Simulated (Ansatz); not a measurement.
What settings do to one calculation: (110) superlattice of 1 and 3 atomic planes of zincblende BeS and BeSe, in-plane a of BeS, 8 atoms

Ansatz (PAW, plane waves), atoms fixed. The base input:

```yaml
crystal:
  lattice:
    - [2.418998, -2.418998, 0.000000]
    - [0.000000, 0.000000, 4.837997]
    - [-5.219704, -5.219704, 0.000000]
  atoms:
    - { symbol: Be, position: [0.974973, 0.993198, 0.998480] }
    - { symbol: Be, position: [0.057396, 0.003288, 0.481236] }
    - { symbol: Be, position: [0.436376, 0.497649, 0.756265] }
    - { symbol: Be, position: [0.498846, 0.463263, 0.251665] }
    - { symbol: Se, position: [0.985971, 0.262263, 0.733927] }
    - { symbol: Se, position: [0.946156, 0.253447, 0.225295] }
    - { symbol: Se, position: [0.504358, 0.709214, 0.467080] }
    - { symbol: S, position: [0.529718, 0.756202, 0.994037] }
kpoints:
  mp_grid: { grid: [4, 3, 2] }
hamiltonian:
  xc: pbesol
scf:
  occupations: { method: fermi_dirac, width: 0.01 }
output:
  forces: true
  eigenvalues: true
  stress: true
  populations: true
```

Command:

```sh
ansatz run in.yaml --threads 8 --pin off --max-ram 13300MiB --runs-dir r --events-out ev --progress --plain
```

It converged in 7 iterations and 1.1 s of wall time on a shared host; largest force component 3.57 eV/Å, pressure 10.64 GPa. The cutoff was the default, 420 eV. The base isn't a converged reference: it has few k points, and its atoms are unrelaxed. Each run below changes the keys shown and caps the iterations.

```tsv
run	changed	ending	iterations	free energy less the base (meV per atom)	rms change of forces (eV/Å)	change of pressure (GPa)	wall time (s, shared host)
1	max_iter 14, initial_magnetization 1	converged	13	0.0	0.000	0.00	2.7 CPU
2	ecutrho_ratio 2, max_iter 60	converged	7	-1.7	0.002	0.14	0.9 CPU
3	xc pbe0, n_extra_bands 60, max_iter 60	converged	15	other zero	0.148	1.40	18 CPU
4	xc_grid 1 (2 is the default), accuracy high, max_iter 50	converged	10	0.0	0.000	0.00	1.1 CPU
5	xc_grid 2 (2 is the default), occupations methfessel_paxton, max_iter 90	converged	7	0.0	0.000	0.00	0.9 CPU
6	occupations cold, accuracy high, n_extra_bands 60, max_iter 80	converged	9	0.0	0.000	0.00	2 CPU
7	max_iter 90, k points a 3×3×3 mesh centred on Γ	converged	7	20.4	0.070	0.28	1.1 CPU
8	xc lda, xc_grid 2 (2 is the default), max_iter 100	converged	7	other zero	0.102	-2.60	0.8 CPU
```

«Other zero»: another functional, charge or dispersion term moves the zero of energy, so the difference says nothing of accuracy.

Runs with exact exchange count the iterations of all their loops.

Task: Which changes leave the result alone, and which of the same physical model moves the forces most?

Result: The forces move by under 0.002 eV/Å in runs 1, 4, 5, 6. Run 7 (max_iter 90, k points a 3×3×3 mesh centred on Γ) moves them most among the runs with the same functional, charge and dispersion term, by 0.070 eV/Å.
